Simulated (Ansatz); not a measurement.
Phonons of Lu (hcp, Mg type) at Γ, M = (0.5, 0.0, 0.0), A = (0.0, 0.0, 0.5), L = (0.5, 0.0, 0.5).

Lu (hcp, Mg type)

```xyz
2
Lattice="3.5071 0.0000 0.0000 -1.7535 3.0372 0.0000 0.0000 0.0000 5.4621" Properties=species:S:1:pos:R:3 pbc="T T T"
Lu     0.0000     2.0248     4.0966
Lu     1.7535     1.0124     1.3655
```

Level of theory: PBE (plane waves to 420 eV, PAW, scalar-relativistic; Ansatz, a quantum-chemistry and plane-wave program). DFPT wavenumbers on a 16×16×10 k mesh, in cm⁻¹ and rounded to 5; i marks imaginary ones, q is in fractions of the reciprocal vectors of the cell shown, and the three acoustic modes at Γ are left out. The program warned that its band solver left a few bands short of their tolerance. Lu is run without spin polarisation. Lu was relaxed with its symmetry unable to fall. The PAW data are Ansatz's earlier set.

```json
[
 {"q": "Γ", "wavenumbers (cm⁻¹)": "70 (×2), 120"},
 {"q": "M = (0.5, 0.0, 0.0)", "wavenumbers (cm⁻¹)": "60, 70, 95, 100, 105, 110"},
 {"q": "A = (0.0, 0.0, 0.5)", "wavenumbers (cm⁻¹)": "50 (×4), 85 (×2)"},
 {"q": "L = (0.5, 0.0, 0.5)", "wavenumbers (cm⁻¹)": "70 (×2), 80 (×2), 100 (×2)"}
]
```

The structure shows no imaginary mode at these points (lowest 50 cm⁻¹ at A = (0.0, 0.0, 0.5)); other wave vectors were not tested.

Highest mode: 120 cm⁻¹ at Γ.
